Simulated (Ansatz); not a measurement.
In plane-wave PAW r²SCAN+D4 (Ansatz code), GaO in the hexagonal phase (P6_3/mmc; Ga on 4f, O on 4f) relaxes to a = 3.076 Å, c = 12.403 Å. Ga has 3 nearest neighbours from 1.91 Å (trigonal pyramidal); O has 3 nearest neighbours from 1.91 Å (trigonal pyramidal). Against the elements it lies at -1.60 eV/atom, with no fitted shifts.

It is gapped at this level: 1.53 eV (direct). The valence maximum lies at Γ and the conduction minimum at Γ. The screened hybrid HSE06 puts the gap at 2.27 eV. Gap from r²SCAN+D4 with spin–orbit coupling: 1.53 eV. The electron mass is 0.18, 0.28, 0.28 mₑ (principal values). The hole mass is 0.17 along z (mₑ).

The bulk modulus is 61.4 GPa. The relaxed-ion elastic constants in GPa are C11 = 249, C12 = 106, C13 = 49.9, C33 = 66.6, C44 = 42.6. The elastic constants imply a Debye temperature near 425 K. Bader charges are Ga +1.28, O -1.28 e.

The start of the workflow was typed in or built on a structure type; neither database checked (COD, Materials Project) lists it. Its standing as an ambient phase is unchecked. Symmetry was held in the r²SCAN+D4 relaxation; whether a distortion lowers the energy is not shown. The references are the lowest solids computed at this level, not always the standard phases (solids in place of the gases). Spin–orbit coupling is left out wherever it is not named.

Potentials: the earlier of the program's two PAW sets.
